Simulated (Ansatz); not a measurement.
The start is a generated trial cell of In in the trigonal-Se structure type. The structure is fully relaxed (lattice and positions, P = 0) with r2SCAN (plane waves to 500 eV, PAW, scalar-relativistic; Ansatz, an electronic-structure program). The first steps use a coarse 8×8×6 k-mesh.

Input geometry:
```
In
1.0
    5.00983     0.00000     0.00000
   -2.50492     4.33864     0.00000
    0.00000     0.00000     5.68382
In
3
Direct
  0.22540   0.00000   0.83333
  0.00000   0.22540   0.16667
  0.77460   0.77460   0.50000
```

**Question.** Which atoms feel the largest initial force, and how large is it?

**Answer.** 1.49 eV/Å, on In1, In2, In3 (atoms numbered as listed).

**Question.** By how much does the energy per atom fall from start to end?

**Answer.** 0.62 eV/atom.

**Question.** How does the volume change?

**Answer.** -32.7 %, from 41.18 to 27.71 Å³/atom.

**Question.** How do the shortest distances between atoms change?

**Answer.** The closest pairs of elements (up to four, under 3.6 Å), start → end: In–In 2.72 → 3.10 Å.

**Question.** Is the relaxed structure metallic? Give its gap.

**Answer.** No gap (metallic).

**Question.** Give the final cell and atomic positions.

**Answer.** 
Space group R-3m, hexagonal axes (No. 166); a = b = 4.7842 Å, c = 4.1943 Å, α = β = 90.00°, γ = 120.00°

```tsv
atom	site	symmetry	x	y	z
In	3a	-3m	0.0000	0.0000	0.0000
```
(The calculation used a cell of 1 atom; values per cell refer to that cell.)

Final values are on a 16×16×16 k-mesh of the relaxed cell. No spin polarisation in the result.

The run could not lose the symmetry of its start: the end is stationary, and may be a saddle point rather than a minimum.

The relaxed structure here is a generated cell of In: the first start was made by placing the elements on the sites of a structure type, and the end was not matched to a known phase here, so it may be hypothetical. Known forms of In include space group No. 139.
